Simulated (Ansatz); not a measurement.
This SiF structure is the end of a relaxation. The cell was found from a structure generator's guess, not taken from experiment.

All numbers below come from Ansatz 0.2.0, DFT PBE, scalar-relativistic, plane waves, PAW. Cutoff 420 eV, Γ-centred mesh, Gaussian smearing, no spin polarisation.

```yaml
crystal:
  lattice:
    - [3.02860, 0.00000, 0.00000]
    - [0.00000, 3.02860, 0.00000]
    - [0.00000, 0.00000, 3.02860]
  atoms:
    - { symbol: Si, position: [0.50000, 0.50000, 0.50000] }
    - { symbol: F, position: [0.00000, 0.00000, 0.00000] }
```

The zero of energy is the elements' standard structures at the same level (F₂ as a molecule); no fitted shifts are applied.

(1) What space group does it have?

(2) What is its formation energy per atom?

(3) Is it a metal?

## Answers

(1) Pm-3m (No. 221), the caesium chloride type. Conventional cell: a = 3.029 Å. Around Si lie 8 F at 2.62 Å and 6 Si at 3.03 Å; F is surrounded by 8 Si at 2.62 Å and 6 F at 3.03 Å (long contacts).

(2) −0.26 eV/atom.

(3) Yes, bands cross the Fermi level on the 18×18×18 mesh.

The last run used an 18×18×18 mesh for its 2-atom cell and Gaussian smearing of 0.10 eV. An odd number of electrons in the primitive cell allows no gap without spin; a larger cell or a magnetic state could open one. The cell is a metal run without spin; a magnetic state may lie lower. Symmetry constrained the relaxation, so the result can be a saddle point. Another cell of SiF relaxed alike, in Pm-3m, lies 0.39 eV/atom lower, so this cell isn't the stable form at this level.
